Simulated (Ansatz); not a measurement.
Cs (bcc (W type)), relaxed and computed with several functionals in Ansatz (plane waves, PAW). Much of their spread follows the volume that each gives.

```csv
functional,V (Å³/atom),K_Hill (GPa)
PBE,117.06,?
PBE+D3(BJ),110.18,2.1
PBEsol,108.61,2.0
r²SCAN,123.11,1.8
```

**Question.** Fit a straight line to ln K against ln V and predict the withheld value.

**Answer.** Least squares on the 3 shown rows: ln K = -1.05 × ln V + (5.645), with a scatter of 3 %. For PBE this gives 1.9. The run itself gave 1.9, within the scatter.

All cells were relaxed under the symmetry of their starts (and spin orders); stability against distortions was not tested throughout. Scalar-relativistic: spin–orbit coupling is off unless named, which matters more the heavier the elements.

Potentials: the later of the program's two PAW sets.

Ansatz (a first-principles code) is a plane-wave DFT program.
